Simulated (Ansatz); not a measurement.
Re:
```cif
data_Re2
_chemical_formula_sum 'Re2'
_space_group_name_H-M_alt 'P63/mmc'
_space_group_IT_number 194
_space_group_name_Hall '-P 6c 2c'
_cell_length_a 2.75372
_cell_length_b 2.75372
_cell_length_c 4.45414
_cell_angle_alpha 90.000
_cell_angle_beta 90.000
_cell_angle_gamma 120.000
loop_
_atom_site_label
_atom_site_type_symbol
_atom_site_symmetry_multiplicity
_atom_site_Wyckoff_symbol
_atom_site_fract_x
_atom_site_fract_y
_atom_site_fract_z
_atom_site_occupancy
Re1 Re 2 d 0.66667 0.33333 0.25000 1
```

Relaxed at zero pressure with plane-wave PAW r²SCAN+D4 (Ansatz code).

Problem. The volume is lowered by 9 % and shape and atoms relax at that volume. What pressure results, and how do the axes share the change?

Solution. 45.6 GPa; a -3.1 %, b -3.1 %, c -3.1 %; the energy rises by 172 meV/atom.

Problem. Give the new structure.

Solution. 
Space group P6₃/mmc (No. 194); a = b = 2.669 Å, c = 4.314 Å, α = β = 90.00°, γ = 120.00°

```
atom  site  symmetry       x       y       z
----  ----  --------  ------  ------  ------
Re      2d      -6m2  0.6667  0.3333  0.2500
```

The phase is kept; no other phase was compared at this pressure.

Space group P6_3/mmc (hcp (Mg type)). The cell was relaxed with r²SCAN+D4 under the symmetry of its start. The run is not spin-polarised. The pairwise dispersion correction was not fitted to metals. Axis ratios of metals converge slowly with the k-mesh, so a and c are less sure than the volume. Scalar-relativistic: spin–orbit coupling is off unless named, which matters more the heavier the elements.

Potentials: the later of the program's two PAW sets.
